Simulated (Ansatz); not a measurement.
## Does this entry for Li2Sn5 lie near equilibrium?

The cell is a computed structure from the Materials Project (it need not be an observed phase), atoms as given.

Space group P4/mbm (No. 127); a = 10.2924, c = 3.1072 Å.

| site | Wyckoff | site symmetry | x | y | z |
| --- | --- | --- | --- | --- | --- |
| Li | 4h | m.2m | 0.8238 | 0.3238 | 0.5000 |
| Sn5 | 8i | m.. | 0.7937 | 0.0720 | 0.0000 |
| Sn9 | 2d | m.mm | 0.0000 | 0.5000 | 0.0000 |

One atom of each set is listed.

All values are calculated (Ansatz; DFT, PBE, plane waves and PAW, scalar-relativistic, 420 eV cutoff, Γ-centred 4×4×11 k-points, Fermi–Dirac smearing 0.05 eV), not measured.

(1) Do the atoms and the cell lie near the calculated equilibrium?

Results:

(1) Nearly. The largest force is 0.15 eV/Å, on atom 5 (Sn: 4 Li at 3.04–3.23 Å, 6 Sn at 3.11–3.23 Å), and the pressure is 1.2 GPa. Relaxing the atoms is still advisable, since electric field gradients respond to shifts of a few hundredths of an ångström.
